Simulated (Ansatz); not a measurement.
ZnCu2SnS4 in space group I-42m (No. 121; Zn on 2a, Cu on 4d, Sn on 2b, S on 8i) at seven volumes, r²SCAN (plane waves, PAW; program Ansatz), shape and atoms relaxed at each. One row is withheld.

```csv
V (Å³/atom),P (GPa)
18.029,9.15
18.623,5.56
19.217,?
19.812,0.00
20.406,-2.13
21.000,-3.92
21.595,-5.42
```

### Question
Fit the shown pressures and predict the withheld one.

### Answer
P = (3/2)B₀(x^(7/2) − x^(5/2))[1 + (3/4)(B′ − 4)(x − 1)] with x = (V₀/V)^(2/3). Least squares on the six rows gives V₀ = 19.812 Å³/atom, B₀ = 77.3 GPa, B′ = 4.80. At V = 19.217, x = 1.0205 and P = 2.54 GPa. The run itself gave 2.54 GPa.

The workflow started from a Materials Project entry (that database holds measured and hypothetical structures alike); the Crystallography Open Database copy checked does not list it. It is not the phase usual at ambient conditions (space group No. 82). The cell was relaxed with r²SCAN under the symmetry of its start; its stability against distortions is not shown here. No spin polarisation was allowed. Scalar-relativistic: spin–orbit coupling is off unless named, which matters more the heavier the elements.

Potentials: the later of the program's two PAW sets.
